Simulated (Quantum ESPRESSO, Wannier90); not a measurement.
# Wannierisation of MgSe (zinc blende)

```
CELL_PARAMETERS angstrom
      0.00000     2.96893     2.96893
      2.96893     0.00000     2.96893
      2.96893     2.96893     0.00000
ATOMIC_POSITIONS crystal
  Mg 0.00000 0.00000 0.00000
  Se 0.75000 0.75000 0.75000
```

Cell from Materials Project (mp-13031), symmetrised, no further relaxation. Not found in the COD (Crystallography Open Database) copy used, which has the formula in other groups; not checked further. Method: LDA plane waves in Quantum ESPRESSO 7.5 (PseudoDojo norm-conserving files, 69 Ry, no spin polarisation, no spin-orbit coupling), Bloch states on a 8×8×8 mesh through Γ, Wannier90 4.0.1. Density: 10×10×10 mesh, cold smearing 0.01 Ry. Spin-orbit coupling, left out, would split the p-like bands by a few tenths of an eV.

Functional, cutoff and mesh named above are those of the base row (8×8×8); the first column says what each row takes instead. Model: 4 functions from bands 10-13, start SCDM (isolated) (the valence bands). Energies are relative to the valence-band maximum; the misfit is to pw.x on a path, for all bands of the set. Only the mesh of Bloch states changes. Ω_total can sit in another minimum from row to row; Ω_I of an isolated set cannot.

### Question
Among the meshes 3×3×3, 4×4×4, 5×5×5, 7×7×7, 8×8×8, 10×10×10, which is the coarsest that interpolates to 20 meV rms?

### Answer
7×7×7.

```tsv
mesh	Ω_I (Å²)	Ω_total (Å²)	rms misfit (meV)	k-points (cost)	rough cost of nscf and overlaps (first row = 1)
3×3×3	4.64	5.46	121	27	1.0
4×4×4	5.15	6.00	31	64	1.8
5×5×5	5.45	6.29	22	125	3
7×7×7	5.74	6.57	5.3	343	9
8×8×8	5.81	6.64	2.6	512	10
10×10×10	5.90	6.73	0.9	1000	21
```

Ω_I still rises with the mesh: the finite-difference spreads converge slowly and from below.
